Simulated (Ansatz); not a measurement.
Structures of CoRu$_{2}$: which is lowest?

Plane-wave DFT in Ansatz with scalar-relativistic PAW potentials, cutoff 500 eV, Γ-centred meshes chosen by cell and gap, Gaussian smearing with energies taken to zero width. Every cell was relaxed (cell and atoms) in a run of its own, within the symmetry of its start. Functional: r2SCAN.

Relaxed structures (starts from databases or built by putting these elements on another compound's sites):
A. Fd-3m, 6 atoms in the computed cell, a = 7.047 Å; sites (symmetry × multiplicity) Ru .-3m × 16, Co -43m × 8; start: built
B. Fm-3m, 3 atoms in the computed cell, a = 5.570 Å; sites (symmetry × multiplicity) Co m-3m × 4, Ru -43m × 8; start: built

Problem. Rank them by energy. Could pressure change the order?

Solution.
```tsv
structure	group	E − E(lowest) (meV/atom)	V (Å³/atom)	gap on mesh (eV)
A	Fd-3m	0.0	14.58	0.00
B	Fm-3m	26.5	14.40	0.00
```

A is lowest, 27 meV/atom under B. The two lowest differ in volume by under 3 %, too little for a first-order estimate of what pressure does to that pair (other pairs aren't weighed here); with rigid cells even 3 % in favour of the higher one would need about 10 GPa. Other structures may lie lower than all of these, and vibrations aren't counted.

The state reached may not be the lowest one. Magnetic cells started from one order each; another order can shift an energy by tens of meV per atom.